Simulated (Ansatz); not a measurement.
Values for one crystal, relaxed and computed with PBEsol in the plane-wave PAW code Ansatz; other levels are named.

Volume per atom: 12.97 Å³
Electronic character: metallic (no gap)
Pressure derivative B′: 4.4
Bulk modulus (Birch–Murnaghan fit): 189 GPa
Young's modulus: 225 GPa
Formation energy from the elements (no fitted shifts): -2.89 eV/atom
Zone-centre stability: no imaginary mode at Γ

Question: Pick the material that matches.
A) CuO, Cccm (Cu on 4e, O on 4b)
B) SrNbO3, cubic perovskite
C) NbN, rock salt
D) FeO, rock salt

Answer: B, SrNbO3, cubic perovskite

Space group Pm-3m (cubic perovskite). The workflow started from a Materials Project entry (that database holds measured and hypothetical structures alike); the Crystallography Open Database copy checked does not list it. COD files the formula under space group No. 62. Whether it is the stable phase at ambient conditions was not checked. The cell was relaxed with PBEsol under the symmetry of its start. No spin polarisation was allowed. With an odd number of electrons in the cell and no spin polarisation, the count alone makes it a metal. The references are the lowest solids computed at this level, not always the standard phases (solids in place of the gases). Spin–orbit coupling is left out wherever it is not named.

Potentials: the later of the program's two PAW sets.
